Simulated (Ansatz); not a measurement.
TiO (space group C2/m)

Space group C2/m (No. 12); a = 9.208 Å, b = 4.123 Å, c = 5.759 Å, α = γ = 90.00°, β = 107.35°

```csv
atom,site,symmetry,x,y,z
Ti,4i,m,0.1522,0.5000,0.3240
Ti,4i,m,0.3351,0.0000,0.1696
Ti,2c,2/m,0.5000,0.5000,0.5000
O,2b,2/m,0.0000,0.5000,0.0000
O,4i,m,0.3306,0.5000,0.1681
O,4i,m,0.1693,0.0000,0.3416
```
(The calculation used a cell of 10 atoms; values per cell refer to that cell.)

E(V) scan at fixed shape, V₀ the volume above. The atoms relax within the cell's symmetry.

These are PBEsol (plane waves to 420 eV, PAW, scalar-relativistic; Ansatz, a quantum-chemistry and plane-wave program) values and carry that method's errors. k mesh 12×12×8 (Γ-centred), Fermi-Dirac smearing 0.05 eV. E stands for the smeared free energy. With the shape held, the modulus is that of even scaling; a crystal free to change shape is softer. TiO is run without spin polarisation and with no Hubbard U. TiO was relaxed with its symmetry unable to fall. ΔE is measured from the relaxed starting cell. The last digit holds for this mesh only.

| V (Å³/atom) | ΔE (meV/atom) |
|---|---|
| 9.808 | 27.6 |
| 9.965 | 15.1 |
| 10.122 | 6.5 |
| 10.278 | 1.6 |
| 10.435 | 0.0 |
| 10.591 | 1.5 |
| 10.748 | 5.9 |
| 10.904 | 13.0 |
| 11.061 | 22.5 |

### Question
What bulk modulus at fixed cell shape B₀ follows from a third-order Birch-Murnaghan fit?

### Answer
212 GPa.

### Question
What is the fitted pressure derivative B₀′?

### Answer
4.0.

(A scan under strain: stresses follow from slopes of the energy per volume, elastic moduli from its curvatures.)
